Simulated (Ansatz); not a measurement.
Problem. ZrN (rock salt, Fm-3m) is relaxed with the program Ansatz at the PBE level (PAW). What lattice parameters of the conventional cell result?

Solution. a = 4.595 Å.

Problem. Is it a metal or does it have a gap at this level?

Solution. No gap at this level.

Symmetry was held in the PBE relaxation. No spin polarisation was allowed. With an odd number of electrons in the cell and no spin polarisation, the count alone makes it a metal. Spin–orbit coupling is left out wherever it is not named.

Potentials: the later of the program's two PAW sets.
